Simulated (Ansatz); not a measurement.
YSi2:
```cif
data_Si2Y
_chemical_formula_sum 'Y1 Si2'
_space_group_name_H-M_alt 'P 1'
_space_group_IT_number 1
_cell_length_a 4.07024
_cell_length_b 4.07024
_cell_length_c 4.00069
_cell_angle_alpha 90.000
_cell_angle_beta 90.000
_cell_angle_gamma 120.000
loop_
_space_group_symop_operation_xyz
  'x, y, z'
loop_
_atom_site_label
_atom_site_type_symbol
_atom_site_fract_x
_atom_site_fract_y
_atom_site_fract_z
_atom_site_occupancy
Y1 Y 0.00000 0.00000 0.00000 1
Si1 Si 0.33333 0.66667 0.50000 1
Si2 Si 0.66667 0.33333 0.50000 1
```

Relaxed with r²SCAN.

Problem. Tabulate the valence density and the electron localisation function along the shortest Y–Si contact (3.09 Å), the program Ansatz at the r²SCAN level (PAW).

Solution. 

| distance from Y (Å) | density (e/Å³) | ELF |
|---|---|---|
| 0.31 | 3.66 | 0.67 |
| 0.46 | 3.43 | 0.82 |
| 0.62 | 2.55 | 0.86 |
| 0.77 | 1.53 | 0.82 |
| 0.93 | 0.78 | 0.65 |
| 1.08 | 0.38 | 0.31 |
| 1.23 | 0.22 | 0.12 |
| 1.39 | 0.17 | 0.11 |
| 1.54 | 0.17 | 0.23 |
| 1.70 | 0.19 | 0.44 |
| 1.85 | 0.24 | 0.60 |
| 2.01 | 0.30 | 0.68 |
| 2.16 | 0.36 | 0.68 |
| 2.31 | 0.38 | 0.60 |
| 2.47 | 0.34 | 0.43 |
| 2.62 | 0.23 | 0.27 |
| 2.78 | 0.12 | 0.26 |

The density is the valence pseudo-density with augmentation charge, so density and ELF within about 1 Å of a nucleus are not all-electron values.

Space group P6/mmm. Its axis ratio c/a = 0.98 departs by over 6 % from that of the usual cell of this phase: another minimum, or an error of the functional. The r²SCAN relaxation kept the symmetry of its start; its stability against distortions is not shown here. The run is not spin-polarised.

Potentials: the later of the program's two PAW sets.
